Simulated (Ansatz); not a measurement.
LaB$_{6}$ in space group Pm-3m (No. 221; La on 1a, B on 6f) under volume change, PBEsol in the plane-wave PAW code Ansatz, shape and atoms relaxed at each volume.

| V (Å³/atom) | E − E(relaxed) (meV/atom) | P (GPa) |
|---|---|---|
| 9.157 | 53.1 | 20.22 |
| 9.459 | 22.5 | 12.50 |
| 9.761 | 5.3 | 5.81 |
| 10.063 | 0.0 | 0.00 |
| 10.365 | 4.9 | -5.04 |
| 10.666 | 18.6 | -9.42 |
| 10.968 | 40.0 | -13.22 |

Task: What does a third-order Birch–Murnaghan fit give for V₀, B₀ and B′?

Result: V₀ = 10.06 Å³/atom, B₀ = 180 GPa, B′ = 3.7.

The cell was relaxed with PBEsol under the symmetry of its start; of distortions, only those at the zone centre were tested. Scalar-relativistic: spin–orbit coupling is off unless named, which matters more the heavier the elements.

Potentials: the later of the program's two PAW sets.
